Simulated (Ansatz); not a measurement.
# Property card for CaTl

CaTl:
```
CaTl
1.0
    3.81892     0.00000     0.00000
    0.00000     3.81892     0.00000
    0.00000     0.00000     3.81892
Ca Tl
1 1
Direct
  0.00000   0.00000   0.00000
  0.50000   0.50000   0.50000
```

Space group Pm-3m (No. 221), CsCl type; conventional cell a = b = c = 3.819 Å, α = β = γ = 90.00°.

Method: the program Ansatz at the PBEsol level (PAW). The cell and atoms are relaxed at this level. Other levels are named where they apply.

**Cell and energy**

Volume per atom: 27.85 Å³
Density: 7.29 g/cm³
Formation energy from the elements (no fitted shifts): -0.50 eV/atom

**Electronic structure**

- Electronic character = metallic (no gap)
- Density of states at the Fermi level = 0.48 states/eV per atom (mean over ±0.08 eV)
- Gap with spin–orbit coupling = none (metallic)

**Mechanics**

- Bulk modulus (Birch–Murnaghan fit): 36.3 GPa
- Pressure derivative B′: 4.7
- Elastic constants (relaxed ions, GPa): C11 = 49.9, C12 = 30.4, C44 = 32.4
- Mechanical stability: stable (all eigenvalues of C positive)
- Hill bulk and shear moduli: 36.9 and 20.1 GPa
- Young's modulus: 50.9 GPa
- Poisson's ratio: 0.27
- Debye temperature from the elastic constants: 181 K

**Charges**

- Bader charges = Ca +1.24, Tl -1.24 e

The workflow started from an entry of the Crystallography Open Database (COD). Whether it is the stable phase at ambient conditions was not checked. The cell was relaxed with PBEsol under the symmetry of its start; whether a distortion lowers the energy is not shown. As this level gives no gap, shear constants depend on the k-mesh and smearing (Fermi–Dirac, 0.1 eV here). The references are the lowest solids computed at this level, not always the standard phases. Spin–orbit coupling is left out wherever it is not named.

Potentials: the later of the program's two PAW sets.
